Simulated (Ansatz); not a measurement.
**Property card for Be**

Be:
Space group Fm-3m (No. 225); a = 3.1585 Å, b = 3.1585 Å, c = 3.1585 Å, α = 90.00°, β = 90.00°, γ = 90.00°

```json
[
 {"atom": "Be", "site": "4a", "symmetry": "m-3m", "x": "0.0000", "y": "0.0000", "z": "0.0000"}
]
```
(The calculation used a cell of 1 atom; values per cell refer to that cell.)

Space group Fm-3m (No. 225), fcc (Cu type); conventional cell a = b = c = 3.1585 Å, α = β = γ = 90.00°.

Method: DFT-r²SCAN in the program Ansatz with PAW potentials. Structure relaxed to zero pressure with the same functional. Other levels are named where they apply.

### Cell and energy

```yaml
volume_per_atom: 7.88 Å³
density: 1.90 g/cm³
```

### Electronic structure

```yaml
electronic_character: metallic (no gap)
Density of states at the Fermi level: 0.10 states/eV per atom (mean over ±0.08 eV)
```

### Mechanics

```yaml
Bulk modulus (Birch–Murnaghan fit): 122 GPa
Pressure derivative B′: 3.4
Elastic constants (relaxed ions, GPa): C11 = 218, C12 = 71.8, C44 = 140
mechanical_stability: stable (all eigenvalues of C positive)
hill_bulk_and_shear_moduli: 121 and 108 GPa
Young's modulus: 250 GPa
Poisson's ratio: 0.15
debye_temperature_from_the_elastic_constants: 1240 K
```

The start of the workflow was typed in or built on a structure type; neither database checked (COD, Materials Project) lists it. It is not the phase usual at ambient conditions (space group No. 194). Symmetry was held in the r²SCAN relaxation; its stability against distortions is not shown here. As this level gives no gap, shear constants depend on the k-mesh and smearing (Fermi–Dirac, 0.1 eV here).

Potentials: the later of the program's two PAW sets.
